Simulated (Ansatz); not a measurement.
# Ge (diamond), scan of one atom of the cell

Relaxed Ge (diamond):

```xyz
2
Lattice="0.0000 2.8811 2.8811 2.8811 0.0000 2.8811 2.8811 2.8811 0.0000" Properties=species:S:1:pos:R:3 pbc="T T T"
Ge     2.8811     2.8811     2.8811
Ge     4.3217     4.3217     4.3217
```

Scan: atom 2 (Ge, nearest neighbour Ge at 2.495 Å; its periodic images, 4.1 Å or more away, move with it) is displaced along Cartesian x, direction (1.000, 0.000, 0.000) in Cartesian axes, by s. The other atoms stay.

Method: PBE (plane waves to 420 eV, PAW, scalar-relativistic; Ansatz, a program for electronic structure). k mesh 11×11×11 (Γ-centred), Fermi-Dirac smearing 0.05 eV. Energies are smeared free energies. Stress and pressure are positive under compression. With partly filled bands, energies and forces of such displacements shift with the k mesh and the smearing. F∥ is the force on the atom along that direction. Ge was relaxed with its symmetry unable to fall. The PAW data are Ansatz's earlier set. ΔE is measured from the undisplaced structure.

| s (Å) | ΔE (meV/cell) | F∥ (eV/Å) | P (GPa) |
|---|---|---|---|
| -0.750 | 2120 | 4.216 | 13.0 |
| -0.600 | 1493 | 4.104 | 8.9 |
| -0.450 | 910 | 3.614 | 5.2 |
| -0.300 | 428 | 2.717 | 2.4 |
| -0.150 | 110 | 1.464 | 0.7 |
| 0.000 | 0 | 0.000 | 0.0 |
| 0.150 | 110 | -1.464 | 0.7 |
| 0.300 | 428 | -2.717 | 2.4 |
| 0.450 | 910 | -3.614 | 5.2 |
| 0.600 | 1493 | -4.104 | 8.9 |
| 0.750 | 2120 | -4.216 | 13.0 |

Read from the data:

Energy at s = 0.750 Å: 2120 meV/cell
Force along the line at s = -0.750 Å: 4.22 eV/Å
Symmetry of the curve: even: the same for both signs
Shape of the curve: a single well with its minimum at or next to zero displacement
Force constant k = d²E/ds² at s = 0 (finite differences): 10.00 eV/Å²
Harmonic estimate at the end of the scan: ½ks² = 2812 meV/cell against the computed 2120 meV/cell, so the well is softer than harmonic there
Zone-centre optical wavenumber from k: 274 cm⁻¹

(For displaced atoms, the force is minus the slope of the energy, and its curvature is a force constant, which sets phonon frequencies.)
